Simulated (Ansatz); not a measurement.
Li₂ZrO₃:
Space group C2/c (No. 15); a = 5.3699 Å, b = 9.0343 Å, c = 5.3961 Å, α = 90.00°, β = 112.02°, γ = 90.00°

```
atom  site  symmetry       x       y       z
----  ----  --------  ------  ------  ------
Li      4e         2  0.0000  0.2586  0.2500
Li      4e         2  0.0000  0.5750  0.2500
Zr      4e         2  0.0000  0.0913  0.7500
O       4c        -1  0.2500  0.2500  0.0000
O       8f         1  0.2309  0.0757  0.5127
```
(The calculation used a cell of 12 atoms; values per cell refer to that cell.)

Relaxed at zero pressure with plane-wave PAW r²SCAN (Ansatz code).

Question: The volume is raised by 3 % and shape and atoms relax at that volume. What pressure results, and how do the axes share the change?

Answer: -2.5 GPa; a 2.2 %, b 0.3 %, c 1.4 %; the energy rises by 2 meV/atom.

Question: Give the new structure.

Answer: 
Space group C2/c (No. 15); a = 5.4889 Å, b = 9.0582 Å, c = 5.4731 Å, α = 90.00°, β = 113.28°, γ = 90.00°

| atom | site | symmetry | x | y | z |
|---|---|---|---|---|---|
| Li | 4e | 2 | 0.0000 | 0.2613 | 0.2500 |
| Li | 4e | 2 | 0.0000 | 0.5749 | 0.2500 |
| Zr | 4e | 2 | 0.0000 | 0.0904 | 0.7500 |
| O | 4c | -1 | 0.2500 | 0.2500 | 0.0000 |
| O | 8f | 1 | 0.2274 | 0.0750 | 0.5184 |

The phase is kept; no other phase was compared at this pressure.

The workflow started from a Materials Project entry (that database holds measured and hypothetical structures alike); the Crystallography Open Database files this formula in space group No. 15, but the cells were not matched. Whether it is the stable phase at ambient conditions was not checked. Symmetry was held in the r²SCAN relaxation; its stability against distortions is not shown here. No spin polarisation was allowed.

Potentials: the later of the program's two PAW sets.
